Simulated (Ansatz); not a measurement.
CdSe (zinc blende)

```
CELL_PARAMETERS angstrom
      0.00000     3.04101     3.04101
      3.04101     0.00000     3.04101
      3.04101     3.04101     0.00000
ATOMIC_POSITIONS crystal
  Se 0.75000 0.75000 0.75000
  Cd 0.00000 0.00000 0.00000
```

E(V) scan at fixed shape, V₀ the volume above. Symmetry pins the atoms to their sites.

All values below come from PBEsol (plane waves to 420 eV, PAW, scalar-relativistic; Ansatz, an electronic-structure program). k mesh 9×9×9 (Γ-centred), Fermi-Dirac smearing 0.05 eV. Energies are smeared free energies. Stress and pressure are positive under compression. CdSe was relaxed with its symmetry unable to fall. The PAW data are Ansatz's earlier set. ΔE is measured from the relaxed starting cell.

| V (Å³/atom) | ΔE (meV/atom) |
|---|---|
| 23.623 | 162.7 |
| 24.373 | 106.5 |
| 25.123 | 64.3 |
| 25.873 | 34.2 |
| 26.623 | 14.4 |
| 27.372 | 3.4 |
| 28.122 | 0.0 |
| 28.873 | 3.1 |
| 29.622 | 11.8 |
| 30.372 | 25.3 |
| 31.122 | withheld |
| 31.872 | 64.1 |
| 32.622 | 88.3 |

Question: Fit a third-order Birch-Murnaghan form (E₀, V₀, B₀, B₀′ free) to the given rows and predict ΔE at V = 31.122.

Answer: Least squares on the 12 given rows: ΔE = E₀ + (9V₀B₀/16)·y²·[2 + (B₀′ − 4)y], y = (V₀/V)^(2/3) − 1, with V₀ = 28.121 Å³/atom, B₀ = 52.05 GPa (160.2 GPa = 1 eV/Å³; the term in eV is multiplied by 1000), B₀′ = 4.69, E₀ = 0.00 meV/atom; root-mean-square residual 0.02 meV/atom. At 31.122 the fit gives 42.9 meV/atom; the calculation gives 43.0 meV/atom, so the interpolation is off by -0.1 (-0.2 %). For the pressure the fit gives -4.2 GPa against the computed -4.2 GPa.

(Under strain, the slope of the energy per volume gives the stress and its curvature an elastic modulus.)
